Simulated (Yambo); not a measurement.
Yambo run on Cs2KCoF6 (space group Fm-3m, No. 225). The wavefunctions are LDA (Quantum ESPRESSO, PseudoDojo norm-conserving, 96 Ry, scalar-relativistic) ones on a 2×2×2 mesh (43 occupied bands); a = 6.3904 Å, b = 6.3904 Å, c = 6.3904 Å, α = 60.00°, β = 60.00°, γ = 60.00°.

Yambo input:

```
rim_cut
gw0
dyson
el_el_corr
HF_and_locXC
ppa
em1d
RandQpts= 1000000
RandGvec= 1 Ry
EXXRLvcs= 96 Ry
VXCRLvcs= 384 Ry
Chimod= "HARTREE"
% BndsRnXp
 5 | 159 |
%
NGsBlkXp= 7 Ry
% LongDrXp
 1.0 | 1.0 | 1.0 |
%
PPAPntXp= 27.2114 eV
% GbndRnge
 1 | 159 |
%
GTermKind= "none"
DysSolver= "n"
ExtendOut
% QPkrange
 3 | 3 | 43 | 44 |
%
```

k points by index: 3 = X.

Resulting energies as the program prints them:

```
#    K-point    Band    Eo [eV]    E [eV]    E-Eo [eV]    Vxc [eV]    Vnlxc [eV]    Sc|Eo [eV]    Sc|E [eV]    dSc/dw|Eo [eV]    Re(Z)    Im(Z)
#
    3    43    0.000000    -0.957295    -0.957295    -28.95595    -37.64509    7.399378    7.731849    -9.450299    0.742229    -0.229975E-3
    3    44    0.967566    3.596525    2.628959    -27.78340    -20.31460    -3.998410    -4.839845    -8.709127    0.757544    -0.833106E-3
```
(The two width columns are left out.) Convergence of these settings isn't established.

Geometry of the Materials Project entry, not relaxed at this level.

The structure is a Materials Project entry; no match was found in the copy of COD used, and its stability was not checked.

The runs are not spin-polarised; magnetic order was not tried.
